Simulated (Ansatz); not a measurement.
A relaxed structure of GaP is spoiled in several ways and relaxed again each time (noise and exchanges are one random draw each; pressure is positive under compression). The numbers are results of r2SCAN (plane waves to 500 eV, PAW, scalar-relativistic; Ansatz, a program for electronic structure), not measurements.

```cif
data_Ga4P4
_chemical_formula_sum 'P4 Ga4'
_space_group_name_H-M_alt 'F-43m'
_space_group_IT_number 216
_space_group_name_Hall 'F -4 2 3'
_cell_length_a 5.45173
_cell_length_b 5.45173
_cell_length_c 5.45173
_cell_angle_alpha 90.000
_cell_angle_beta 90.000
_cell_angle_gamma 90.000
loop_
_atom_site_label
_atom_site_type_symbol
_atom_site_symmetry_multiplicity
_atom_site_Wyckoff_symbol
_atom_site_fract_x
_atom_site_fract_y
_atom_site_fract_z
_atom_site_occupancy
P1 P 4 c 0.25000 0.25000 0.25000 1
Ga1 Ga 4 a 0.00000 0.00000 0.00000 1
```
(The calculation used a cell of 2 atoms; values per cell refer to that cell.)

```csv
change,first pressure (GPa),first V (Å³/atom),released (eV/atom),moves,outcome,final group,E − E(parent) (eV/atom)
with every coordinate shifted by Gaussian noise of σ = 0.2 Å,6.1,20.25,0.41,4,returns to the parent,F-43m,0.000
with every coordinate shifted by Gaussian noise of σ = 0.2 Å,8.6,20.25,0.59,4,returns to the parent,F-43m,0.000
"deformed by the Cartesian strain tensor (xx, yy, zz, yz, xz, xy) = (-0.159, -0.092, 0.112, -0.026, 0.045, -0.049)",21.3,17.10,0.57,9,returns to the parent,F-43m,0.000
"doubled along one cell vector, shaken by Gaussian noise of σ = 0.08 Å a coordinate",2.5,20.25,0.16,4,returns to the parent,F-43m,0.000
```

First-step values come from each run's starting, coarser k-mesh (7×7×7, 8×7×8, 4×7×7). Each cell has its own k-point mesh; energy differences are given only to the digits this allows. No spin polarisation in the result.
